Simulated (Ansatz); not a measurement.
Input:

ZrTa:
```
ZrTa
1.0
    4.64804     0.00000     0.00000
    0.00000     3.49961     0.00000
    0.00000     0.00000     4.89364
Ta Zr
2 2
Direct
  0.25000   0.00000   0.80614
  0.75000   0.00000   0.19386
  0.25000   0.50000   0.27638
  0.75000   0.50000   0.72362
```

This is the PBEsol-relaxed structure.

Q: All from DFT-PBEsol in the program Ansatz with PAW potentials, unless another level is named. Predict the highest zone-centre frequency.

A: 5.60 THz.

Q: Give the bulk modulus (Birch–Murnaghan fit).

A: 1270 kbar.

Space group Pmma. The start of the workflow was typed in or built on a structure type; neither database checked (COD, Materials Project) lists it. Whether it is the stable phase at ambient conditions was not checked. The PBEsol relaxation kept the symmetry of its start; whether a distortion lowers the energy is not shown. No spin polarisation was allowed. Its formation energy is positive at this level, so the cell may be metastable or incomplete. As this level gives no gap, phonon frequencies hold no LO–TO term and depend on the k-mesh and smearing (Fermi–Dirac, 0.1 eV here). Spin–orbit coupling is left out wherever it is not named.

Potentials: the earlier of the program's two PAW sets. The files were generated under PBE; for other functionals the program regenerates the frozen cores, and for LDA and PBEsol the local potential too.
